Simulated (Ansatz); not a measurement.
Y:
```xyz
1
Lattice="3.2527 0.0000 0.0000 0.0000 3.2527 0.0000 0.0000 0.0000 3.2527" Properties=species:S:1:pos:R:3 pbc="T T T"
Y      0.0000     0.0000     0.0000
```

Relaxed with r²SCAN. Special points in fractions of this cell's reciprocal vectors: Γ (0.000, 0.000, 0.000); X (0.000, 0.500, 0.000); M (0.500, 0.500, 0.000); R (0.500, 0.500, 0.500).

Task: List the band energies nearest the Fermi level at these points for DFT-r²SCAN in the program Ansatz with PAW potentials.

Result: In eV from the Fermi level; about four levels below and three above (degenerate sets whole), none deeper than 8.9 eV; points with the same levels are listed once.

```tsv
k	below	above
Γ	-4.82 -0.62 -0.62	5.46 5.46 5.46
X	-1.80 -0.30	0.16 2.89 2.89
M	-2.10	0.27 3.48 3.48
R	-0.69 -0.69 -0.69	5.64 7.10 7.10
```

Space group Pm-3m (simple cubic). A made-up cell: these elements were put on the sites of a structure type; neither database checked (COD, Materials Project) lists it. It is not the phase usual at ambient conditions (space group No. 194). The cell keeps a stress of up to 0.2 GPa. The cell was relaxed with r²SCAN under the symmetry of its start. At this level the phase is mechanically unstable. No spin polarisation was allowed. Spin–orbit coupling is left out wherever it is not named.

Potentials: the later of the program's two PAW sets.
